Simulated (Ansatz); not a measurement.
A generated cell, not matched to a known phase here, of RbBeF₃: Pm-3m (No. 221), cP5, cubic perovskite type; a = b = c = 3.806 Å, α = β = γ = 90.00°; Rb 1a (0.000, 0.000, 0.000); Be 1b (0.500, 0.500, 0.500); F 3c (0.000, 0.500, 0.500). Calculation: r2SCAN (plane waves to 500 eV, PAW, scalar-relativistic; Ansatz, a first-principles code). Element references, the lowest calculated here: Be (P6₃/mmc), F (R-3m, a generated molecular cell), Rb (Im-3m); gases are represented by their molecular solids.

### Question
Estimate the formation energy of this Pm-3m form of RbBeF3 from the elements that r2SCAN returns for this input.

### Answer
-2.93 eV/atom.

A lower structure of this composition may exist.

Static energies, no anion corrections, no zero-point energy. Values are rounded to 0.01 eV/atom. Not shown to be the ambient phase of their composition (a lower form may be missing, and a cell relaxed within its start's symmetry can be a saddle point): RbBeF3 (Pm-3m). The compounds carry no spin polarisation.
